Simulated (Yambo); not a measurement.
Yambo run on Rb₂NaYF₆ (space group Fm-3m, No. 225). The wavefunctions are norm-conserving PBEsol (Quantum ESPRESSO, 88 Ry, scalar-relativistic) ones on a 2×2×2 mesh (40 occupied bands); a = b = c = 6.3829 Å, α = β = γ = 60.00°.

Yambo input:

```
rim_cut
gw0
dyson
el_el_corr
HF_and_locXC
ppa
em1d
RandQpts= 1000000
RandGvec= 1 Ry
EXXRLvcs= 88 Ry
VXCRLvcs= 352 Ry
Chimod= "HARTREE"
% BndsRnXp
 2 | 272 |
%
NGsBlkXp= 7 Ry
% LongDrXp
 1.0 | 1.0 | 1.0 |
%
PPAPntXp= 27.2114 eV
% GbndRnge
 1 | 107 |
%
GTermKind= "none"
DysSolver= "n"
ExtendOut
% QPkrange
 1 | 1 | 40 | 41 |
%
```

k points by index: 1 = Γ.

Table of the .qp output:

```
#    K-point    Band    Eo [eV]    E [eV]    E-Eo [eV]    Vxc [eV]    Vnlxc [eV]    Sc|Eo [eV]    Sc|E [eV]    dSc/dw|Eo [eV]    Re(Z)    Im(Z)
#
    1    40    0.000000    -1.910471    -1.910471    -22.07213    -29.83325    5.409907    5.850649    -6.277128    0.812557    -0.001186
    1    41    6.323639    7.843282    1.519643    -8.369858    -4.143392    -2.538654    -2.706823    -3.011193    0.900366    -0.613348E-3
```
(The two width columns are left out.) Convergence of these settings isn't established.

Geometry of the Materials Project entry, not relaxed at this level.
